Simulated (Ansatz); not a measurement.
**Run record: SrVO₃**

System: SrVO₃, a measured crystal structure (space group Pm-3m); the cell holds 5 atoms. Source: COD entry 1512118, which need not be the ambient phase.

All numbers below come from DFT, r2SCAN, PAW, plane waves, scalar-relativistic (Ansatz).

Input file:

```yaml
crystal:
  lattice:
    - [3.8425, 0.0, 0.0]
    - [0.0, 3.8425, 0.0]
    - [0.0, 0.0, 3.8425]
  atoms:
    - { symbol: Sr, position: [0.0, 0.0, 0.0] }
    - { symbol: V, position: [0.5, 0.5, 0.5], spin: 2.0 }
    - { symbol: O, position: [0.5, 0.0, 0.5] }
    - { symbol: O, position: [0.0, 0.5, 0.5] }
    - { symbol: O, position: [0.5, 0.5, 0.0] }
magnetization:
  spin_polarized: true
hamiltonian:
  xc: r2scan
  pseudopotentials: { kind: paw }
basis:
  ecutwfc: 500
kpoints:
  mp_grid: { grid: [6, 6, 6] }
scf:
  occupations: { method: fermi_dirac, width: 0.03 }
  lower_state_search: "off"
  algorithm: density_mixing
  max_iter: 80
  mixing: { algorithm: anderson, ndim: 1, beta: 0.175, preconditioner: none }
output:
  forces: true
  stress: true
```

Command:
```sh
ansatz run input.yaml --threads 2 --pin off --max-ram 5120MiB --backend cpu --events-out ev --progress --plain --runs-dir out
```

Program output, abridged:

```
Pseudopotentials: kind: paw
Pseudopotential: Sr, paw, valence charge 10, recommended cutoff 500 eV (meta_gga), Sr.paw.azcp
Pseudopotential: V, paw, valence charge 13, recommended cutoff 500 eV (meta_gga), V.paw.azcp
Pseudopotential: O, paw, valence charge 6, recommended cutoff 500 eV (meta_gga), O.paw.azcp
Functional definition: r2SCAN
Crystal: 5 atoms, lattice volume = 56.734 Å³
Basis set: ecut = 500 eV, 1419 PW (Γ), exchange–correlation on 120×120×120 points (64 copies of the dense FFT grid, shifted against one another)
Bands: 27, of which v1, the nominal top of the filled ones, is band 21 counted from 1 (20 counted from 0)
Symmetry: 48 space group operations
Space group: Pm-3m (ITA 221), of the structure as read, at distance tolerance 3.8e-5 Å
Magnetic group: BNS 221.92 (UNI 1594), of the structure as read, at distance tolerance 3.8e-5 Å
k-points: 20 of 216
Non-local potential: Sr, projectors of the file, l = 0: 3, l = 1: 2, l = 2: 2
Non-local potential: V, projectors of the file, l = 0: 3, l = 1: 2, l = 2: 3, l = 3: 1
Non-local potential: O, projectors of the file, l = 0: 2, l = 1: 2, l = 2: 1
PAW frozen core: Sr, regenerated for the run's functional (the file was generated under x = pbe(κ = 0.804, μ = 0.2195149727645171), c = pbe(β = 0.06672455060314922))
PAW frozen core: V, regenerated for the run's functional (the file was generated under x = pbe(κ = 0.804, μ = 0.2195149727645171), c = pbe(β = 0.06672455060314922))
PAW frozen core: O, regenerated for the run's functional (the file was generated under x = pbe(κ = 0.804, μ = 0.2195149727645171), c = pbe(β = 0.06672455060314922))
Initial density: superposition of atomic densities (chi_scale 0.1, normalization cell, long waves kept (reshape's long-wave potential 0.00 eV rms))
Starting moments: Σ|m| = 2 μB on 1 of 5 sites
Initial wavefunctions: pseudopotential atomic-orbital guess
Functional: x = r2scan, c = r2scan; τ floored in thin density (d = 2e-4 eV/Å³)
SCF iter   1: F=-8184.715523 eV  HF=-8184.558203 eV  |F-HF|=1.57e-1  |Δ(HF+E_count)|=         —  Δρ=5.32e-2 (↑5.32e-2 ↓3.70e-2)  dr2=1.42e0  dr2_τ=1.09e-1  dr2_m=7.50e-1  M=1.000 μB ∫|m|=1.299 μB  β_m=0.17  ethr=3.10e-3  ⟨swp⟩=7.7  Hψ=5333  notcnv=0
SCF iter   2: F=-8185.148717 eV  HF=-8184.890448 eV  |F-HF|=2.58e-1  |Δ(HF+E_count)|=   3.32e-1  Δρ=3.73e-2 (↑3.73e-2 ↓3.40e-2)  dr2=5.99e-1  dr2_τ=2.37e-2  dr2_m=4.77e-1  M=1.000 μB ∫|m|=1.325 μB  β_m=0.17  ethr=3.10e-3  ⟨swp⟩=2.0  Hψ=1776  notcnv=0  defer=50
SCF iter   3: F=-8185.227556 eV  HF=-8184.991523 eV  |F-HF|=2.36e-1  |Δ(HF+E_count)|=   1.01e-1  Δρ=2.96e-2 (↑2.93e-2 ↓2.96e-2)  dr2=3.40e-1  dr2_τ=1.71e-2  dr2_m=3.33e-1  M=1.000 μB ∫|m|=1.315 μB  β_m=0.17  ethr=1.46e-3  ⟨swp⟩=2.1  Hψ=1390  notcnv=0  defer=50
SCF iter   4: F=-8185.259940 eV  HF=-8185.075996 eV  |F-HF|=1.84e-1  |Δ(HF+E_count)|=   8.45e-2  Δρ=2.49e-2 (↑2.43e-2 ↓2.49e-2)  dr2=2.08e-1  dr2_τ=1.19e-2  dr2_m=2.37e-1  M=1.000 μB ∫|m|=1.302 μB  β_m=0.17  ethr=8.28e-4  ⟨swp⟩=2.0  Hψ=1363  notcnv=0  defer=50
SCF iter   5: F=-8185.279169 eV  HF=-8185.140276 eV  |F-HF|=1.39e-1  |Δ(HF+E_count)|=   6.43e-2  Δρ=2.11e-2 (↑2.03e-2 ↓2.11e-2)  dr2=1.30e-1  dr2_τ=8.50e-3  dr2_m=1.71e-1  M=1.000 μB ∫|m|=1.288 μB  β_m=0.17  ethr=5.07e-4  ⟨swp⟩=2.0  Hψ=1331  notcnv=0  defer=50
SCF iter   6: F=-8185.290013 eV  HF=-8185.187452 eV  |F-HF|=1.03e-1  |Δ(HF+E_count)|=   4.72e-2  Δρ=1.78e-2 (↑1.71e-2 ↓1.78e-2)  dr2=8.26e-2  dr2_τ=6.06e-3  dr2_m=1.23e-1  M=0.999 μB ∫|m|=1.275 μB  β_m=0.17  ethr=3.16e-4  ⟨swp⟩=2.0  Hψ=1306  notcnv=0  defer=50
SCF iter   7: F=-8185.296694 eV  HF=-8185.221686 eV  |F-HF|=7.50e-2  |Δ(HF+E_count)|=   3.42e-2  Δρ=1.50e-2 (↑1.45e-2 ↓1.50e-2)  dr2=5.33e-2  dr2_τ=4.35e-3  dr2_m=8.97e-2  M=0.999 μB ∫|m|=1.263 μB  β_m=0.17  ethr=2.01e-4  ⟨swp⟩=2.0  Hψ=1321  notcnv=0  defer=50
SCF iter   8: F=-8185.300850 eV  HF=-8185.246395 eV  |F-HF|=5.45e-2  |Δ(HF+E_count)|=   2.47e-2  Δρ=1.27e-2 (↑1.23e-2 ↓1.27e-2)  dr2=3.49e-2  dr2_τ=3.12e-3  dr2_m=6.54e-2  M=0.998 μB ∫|m|=1.252 μB  β_m=0.17  ethr=1.30e-4  ⟨swp⟩=1.9  Hψ=1325  notcnv=0  defer=50
SCF iter   9: F=-8185.303591 eV  HF=-8185.264199 eV  |F-HF|=3.94e-2  |Δ(HF+E_count)|=   1.78e-2  Δρ=1.08e-2 (↑1.05e-2 ↓1.08e-2)  dr2=2.31e-2  dr2_τ=2.25e-3  dr2_m=4.79e-2  M=0.997 μB ∫|m|=1.242 μB  β_m=0.17  ethr=8.52e-5  ⟨swp⟩=1.9  Hψ=1326  notcnv=0  defer=50
SCF iter  10: F=-8185.305437 eV  HF=-8185.277013 eV  |F-HF|=2.84e-2  |Δ(HF+E_count)|=   1.28e-2  Δρ=9.23e-3 (↑8.95e-3 ↓9.23e-3)  dr2=1.54e-2  dr2_τ=1.63e-3  dr2_m=3.53e-2  M=0.996 μB ∫|m|=1.232 μB  β_m=0.17  ethr=5.63e-5  ⟨swp⟩=1.5  Hψ=1306  notcnv=0  defer=50
[... 58 iterations left out ...]
SCF iter  69: F=-8185.313280 eV  HF=-8185.313279 eV  |F-HF|=9.63e-7  |Δ(HF+E_count)|=   3.50e-7  Δρ=5.07e-6 (↑5.07e-6 ↓4.37e-6)  dr2=2.83e-9  dr2_τ=4.32e-10  dr2_m=1.06e-8  M=0.836 μB ∫|m|=0.965 μB  β_m=0.70  ethr=9.16e-12  ⟨swp⟩=3.0  Hψ=2885  notcnv=0
SCF iter  70: F=-8185.313280 eV  HF=-8185.313279 eV  |F-HF|=7.33e-7  |Δ(HF+E_count)|=   2.66e-7  Δρ=4.42e-6 (↑4.42e-6 ↓3.82e-6)  dr2=2.13e-9  dr2_τ=3.31e-10  dr2_m=8.05e-9  M=0.836 μB ∫|m|=0.965 μB  β_m=0.70  ethr=6.89e-12  ⟨swp⟩=3.0  Hψ=2879  notcnv=0
SCF iter  71: F=-8185.313280 eV  HF=-8185.313280 eV  |F-HF|=5.57e-7  |Δ(HF+E_count)|=   2.02e-7  Δρ=3.85e-6 (↑3.85e-6 ↓3.34e-6)  dr2=1.60e-9  dr2_τ=2.53e-10  dr2_m=6.13e-9  M=0.836 μB ∫|m|=0.964 μB  β_m=0.70  ethr=5.19e-12  ⟨swp⟩=3.0  Hψ=2879  notcnv=0
SCF iter  72: F=-8185.313280 eV  HF=-8185.313280 eV  |F-HF|=4.24e-7  |Δ(HF+E_count)|=   1.54e-7  Δρ=3.36e-6 (↑3.36e-6 ↓2.92e-6)  dr2=1.21e-9  dr2_τ=1.94e-10  dr2_m=4.67e-9  M=0.836 μB ∫|m|=0.964 μB  β_m=0.70  ethr=3.90e-12  ⟨swp⟩=3.0  Hψ=2875  notcnv=0
SCF iter  73: F=-8185.313280 eV  HF=-8185.313280 eV  |F-HF|=3.23e-7  |Δ(HF+E_count)|=   1.17e-7  Δρ=2.93e-6 (↑2.93e-6 ↓2.55e-6)  dr2=9.09e-10  dr2_τ=1.48e-10  dr2_m=3.56e-9  M=0.836 μB ∫|m|=0.964 μB  β_m=0.70  ethr=2.94e-12  ⟨swp⟩=3.0  Hψ=2862  notcnv=0
SCF iter  74: F=-8185.313280 eV  HF=-8185.313280 eV  |F-HF|=2.46e-7  |Δ(HF+E_count)|=   8.91e-8  Δρ=2.56e-6 (↑2.56e-6 ↓2.23e-6)  dr2=6.86e-10  dr2_τ=1.13e-10  dr2_m=2.72e-9  M=0.836 μB ∫|m|=0.964 μB  β_m=0.70  ethr=2.22e-12  ⟨swp⟩=3.0  Hψ=2856  notcnv=0
SCF iter  75: F=-8185.313280 eV  HF=-8185.313280 eV  |F-HF|=1.87e-7  |Δ(HF+E_count)|=   6.78e-8  Δρ=2.23e-6 (↑2.23e-6 ↓1.95e-6)  dr2=5.17e-10  dr2_τ=8.66e-11  dr2_m=2.07e-9  M=0.836 μB ∫|m|=0.964 μB  β_m=0.70  ethr=1.67e-12  ⟨swp⟩=3.0  Hψ=2776  notcnv=0
SCF iter  76: F=-8185.313280 eV  HF=-8185.313280 eV  |F-HF|=1.43e-7  |Δ(HF+E_count)|=   5.16e-8  Δρ=1.95e-6 (↑1.95e-6 ↓1.70e-6)  dr2=3.90e-10  dr2_τ=6.62e-11  dr2_m=1.58e-9  M=0.836 μB ∫|m|=0.964 μB  β_m=0.70  ethr=1.26e-12  ⟨swp⟩=2.8  Hψ=2453  notcnv=0
SCF iter  77: F=-8185.313280 eV  HF=-8185.313280 eV  |F-HF|=1.09e-7  |Δ(HF+E_count)|=   3.93e-8  Δρ=1.70e-6 (↑1.70e-6 ↓1.49e-6)  dr2=2.95e-10  dr2_τ=5.04e-11  dr2_m=1.20e-9  M=0.836 μB ∫|m|=0.964 μB  β_m=0.70  ethr=1.00e-12  ⟨swp⟩=2.5  Hψ=2130  notcnv=0
SCF iter  78: F=-8185.313280 eV  HF=-8185.313280 eV  |F-HF|=8.27e-8  |Δ(HF+E_count)|=   2.99e-8  Δρ=1.48e-6 (↑1.48e-6 ↓1.30e-6)  dr2=2.23e-10  dr2_τ=3.88e-11  dr2_m=9.19e-10  M=0.836 μB ∫|m|=0.964 μB  ethr=1.00e-12  ⟨swp⟩=2.2  Hψ=2080  notcnv=0
SCF 1 converged in 78 iterations: F = -8185.313280 eV  dr2 = 2.23e-10
  greatest PAW one-centre occupation: 1.000 electrons in one spin orbital (limit 2), on the V atom at site 1 (counted from 0), in its partial waves of l = 1
this state was not tested for a lower state beside it, because the mixer in use, unlike msr1, does not test its closes by its own steps (another_mixer; see scf.mixing.algorithm and scf.lower_state_search)
SCF converged after 78 iterations
Magnetization: 0.8361 μB (20.9181 up, 20.0819 down)
Absolute magnetization: 0.9635 μB (∫|ρ↑−ρ↓|, with the PAW one-centre terms)
Spin contamination: 0.0170 ħ² per cell (⟨S²⟩ above its minimum at these occupations)
Per-site moments (μB) at R_I (Å): [(3.0375e-5, 1.1207), (0.6856, 0.7925), (-0.0176, 0.7925), (-0.0176, 0.7925), (-0.0176, 0.7925)]
Free energy (F): -8185.313280 eV
Harris-Foulkes:  -8185.313280 eV  (|F-HF|=8.27e-8)
Internal energy: -8185.303355 eV  (E = F + TS)
E sigma→0 (E₀):  -8185.308318 eV
Entropy (-TS):   -0.009925 eV (-1.985 meV/atom)
Fermi energy:    12.408433 eV
--- Per-component energies (eV) ---
  E_band       = -259.158553
  E_kinetic    = 1114.530848
  E_local      = -2640.021005  (includes V_loc(G=0)·N_el)
  E_nonlocal   = 292.823608
  E_hartree    = 983.086822
  E_xc         = -514.082617
  E_vxc        = -683.621252  (∫ρ·V_xc dr)
  E_paw        = -4313.374252  (= ΣΔE_a)
  E_vpaw       = -350.981779  (= ΣTr[D̂ρ^β])
  E_aug_tail   = 0.003327  (compensation charges beyond the density's cutoff)
  E_vtau       = 41.933640  (kinetic-family band-sum trace: ∫τ·v_τ [+ j·A + Jᵃ·Aᵃ] dr)
  E_ewald      = -3107.762447
  E_core_change = -0.507640  (= ΣΔE_core)
  E_smearing   = -0.009925  (= −TS)
  E_closure    = 0.000000  (closes the sum)
  Σ components = -8185.313280   (vs F -8185.313280, Δ=0.00e0)
--- Forces (eV/Å), atoms counted from 1 ---
  atom   1  Sr     0.00000000    -0.00000000     0.00000000
  atom   2  V      0.00000000    -0.00000000     0.00000000
  atom   3  O     -0.00000000    -0.00000000    -0.00000000
  atom   4  O      0.00000000     0.00000000     0.00000000
  atom   5  O      0.00000000     0.00000000     0.00000000
  max |Σ_I F_I| component: 1.46e-28 eV/Å
--- Stress (GPa, compression-positive) ---
       -0.875140      -0.000000       0.000000
       -0.000000      -0.875140       0.000000
        0.000000       0.000000      -0.875140
  P = ⅓ Tr σ = -0.8751 GPa (-8.751 kbar)
```

A semilocal functional without U tends to delocalise d and f electrons, and can give a metal where the real compound is an insulator. A small moment in a metal is sensitive to the mesh and the smearing. With one magnetic atom in the cell its copies can only be parallel; orders in a larger cell may lie lower. Only one magnetic start was run, with no search, so the state need not be the lowest.

The run took 21 s on 2 threads of Intel(R) Xeon(R) Platinum 8375C CPU @ 2.90GHz (Ice Lake), with other jobs on the host, peak memory 0.53 GiB.
